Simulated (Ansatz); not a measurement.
HfC (rock salt)

```xyz
2
Lattice="0.0000 2.3036 2.3036 2.3036 0.0000 2.3036 2.3036 2.3036 0.0000" Properties=species:S:1:pos:R:3 pbc="T T T"
C      0.0000     0.0000     0.0000
Hf     2.3036     2.3036     2.3036
```

In each cell atom 2 (Hf, nearest neighbour C at 2.304 Å; its periodic images, 3.3 Å or more away, move with it) moves by s·(-1.000, 0.000, 0.000) (towards the nearest neighbour), the rest being held.

Computed with PBEsol (plane waves to 420 eV, PAW, scalar-relativistic; Ansatz, an electronic-structure program). k mesh 14×14×14 (Γ-centred), Fermi-Dirac smearing 0.05 eV. Energies are smeared free energies. Left out: 2 of 11 points, with atoms too close for the PAW data. With partly filled bands, energies and forces of such displacements shift with the k mesh and the smearing. HfC is run without spin polarisation. HfC was relaxed with its symmetry unable to fall. Spin-orbit coupling is left out, though Hf is heavy. The zero of ΔE is the undisplaced structure. The last digit holds for this mesh only.

| s (Å) | ΔE (meV/cell) |
|---|---|
| -0.368 | 731.0 |
| -0.276 | withheld |
| -0.184 | 145.1 |
| -0.092 | 35.3 |
| 0.000 | 0.0 |
| 0.092 | 35.3 |
| 0.184 | 145.1 |
| 0.276 | withheld |
| 0.368 | 731.0 |

Question: Fit an even polynomial form (powers 2, 4, 6) to the given rows and predict ΔE at s = 0.276.

Answer: Least squares on the 7 given rows: ΔE = (4147)·s² + (2399)·s⁴ + (50510)·s⁶, in meV/cell with s in Å; root-mean-square residual 0.03 meV/cell. At 0.276 the fit gives 352.1 meV/cell; the calculation gives 362.8 meV/cell, so the interpolation is off by -10.7 (-2.9 %). The quadratic term alone would give 315.9 meV/cell.

(A displaced cell: forces are minus the slopes of the energy, force constants its curvatures, and phonons follow from these.)
